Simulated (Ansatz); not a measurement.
**Structures of BaCu₃Ge: which is lowest?**

Plane-wave DFT in Ansatz with scalar-relativistic PAW potentials, cutoff 420 eV, Γ-centred meshes chosen by cell and gap, Gaussian smearing with energies taken to zero width. Every cell was relaxed (cell and atoms) in a run of its own, within the symmetry of its start. Functional: PBE.

Relaxed structures (starts from databases or built by putting these elements on another compound's sites):
A. Pm-3m, 5 atoms in the computed cell, a = 4.766 Å; sites (symmetry × multiplicity) Ba m-3m × 1, Cu 4/mm.m × 3, Ge m-3m × 1; start: built
B. P4mm, 5 atoms in the computed cell, a = 4.466 Å, c = 5.055 Å; sites (symmetry × multiplicity) Ba 4mm × 1, Cu 2mm. × 2 + 4mm × 1, Ge 4mm × 1; start: built

Question: Rank them by energy. Could pressure change the order?

Answer:
```tsv
structure	group	E − E(lowest) (meV/atom)	V (Å³/atom)	gap on mesh (eV)
B	P4mm	0.0	20.16	0.00
A	Pm-3m	162	21.65	0.00
```

B is lowest, 162 meV/atom under A. The lowest is also the densest of these, so pressure wouldn't bring one of the others in at first order. Other structures may lie lower than all of these, and vibrations aren't counted.

Spin-orbit coupling is left out, which matters for the bands of heavy elements.